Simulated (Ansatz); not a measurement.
WO₃:
```cif
data_O6W2
_chemical_formula_sum 'W2 O6'
_space_group_name_H-M_alt 'P 1'
_space_group_IT_number 1
_cell_length_a 3.82542
_cell_length_b 3.82542
_cell_length_c 7.42489
_cell_angle_alpha 90.000
_cell_angle_beta 90.000
_cell_angle_gamma 90.124
loop_
_space_group_symop_operation_xyz
  'x, y, z'
loop_
_atom_site_label
_atom_site_type_symbol
_atom_site_fract_x
_atom_site_fract_y
_atom_site_fract_z
_atom_site_occupancy
W1 W 0.55661 0.44339 0.75000 1
W2 W 0.44339 0.55661 0.25000 1
O1 O 0.50000 0.50000 0.50000 1
O2 O 0.50000 0.50000 0.00000 1
O3 O 0.47937 0.02003 0.25000 1
O4 O 0.52063 0.97997 0.75000 1
O5 O 0.02003 0.47937 0.75000 1
O6 O 0.97997 0.52063 0.25000 1
```

This is the LDA-relaxed structure.

**Question.** All from DFT-LDA in the program Ansatz with PAW potentials, unless another level is named. Give the smallest direct gap on the standard path.

**Answer.** 1.31 eV.

**Question.** Give the band gap.

**Answer.** 1.23 eV (indirect).

**Question.** What about the weight of the conduction-edge state by species (Voronoi cells)?

**Answer.** W 67 %, O 33 %.

**Question.** Next, the weight of the valence-edge state by species (Voronoi cells)?

**Answer.** O 99 %.

**Question.** And the conduction-band minimum?

**Answer.** at Γ.

Space group Cmcm. The first step of the workflow began from a Materials Project structure, measured or hypothetical; the Crystallography Open Database copy checked does not list it. COD files the formula under space group No. 2, 14, 62, 129, 130, 191, so this cell is another polymorph or a model. Its standing as an ambient phase is unchecked. Symmetry was held in the LDA relaxation; phonons on a q-mesh show weakly imaginary modes. No spin polarisation was allowed. No Hubbard U is applied. Scalar-relativistic: spin–orbit coupling is off unless named, which matters more the heavier the elements.

Potentials: the later of the program's two PAW sets.
